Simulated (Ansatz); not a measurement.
SrO:
Space group P6₃/mmc (No. 194); a = 3.521 Å, b = 3.521 Å, c = 6.155 Å, α = 90.00°, β = 90.00°, γ = 120.00°

| atom | site | symmetry | x | y | z |
|---|---|---|---|---|---|
| Sr | 2c | -6m2 | 0.3333 | 0.6667 | 0.2500 |
| O | 2a | -3m. | 0.0000 | 0.0000 | 0.0000 |

Relaxed at zero pressure with PBEsol (plane waves, PAW; program Ansatz).

Question: The volume is raised by 9 % and shape and atoms relax at that volume. What pressure results, and how do the axes share the change?

Answer: -6.4 GPa; a 3.1 %, b 3.1 %, c 2.5 %; the energy rises by 32 meV/atom.

Question: Give the new structure.

Answer: 
Space group P6₃/mmc (No. 194); a = b = 3.6313 Å, c = 6.3089 Å, α = β = 90.00°, γ = 120.00°

| atom | site | symmetry | x | y | z |
|---|---|---|---|---|---|
| Sr | 2c | -6m2 | 0.3333 | 0.6667 | 0.2500 |
| O | 2a | -3m. | 0.0000 | 0.0000 | 0.0000 |

The phase is kept; no other phase was compared at this pressure.

Space group P6_3/mmc (NiAs type). The first step of the workflow began from a Materials Project structure, measured or hypothetical; the Crystallography Open Database copy checked does not list it. It is not the phase usual at ambient conditions (space group No. 225). The PBEsol relaxation kept the symmetry of its start; whether a distortion lowers the energy is not shown.

Potentials: the later of the program's two PAW sets.
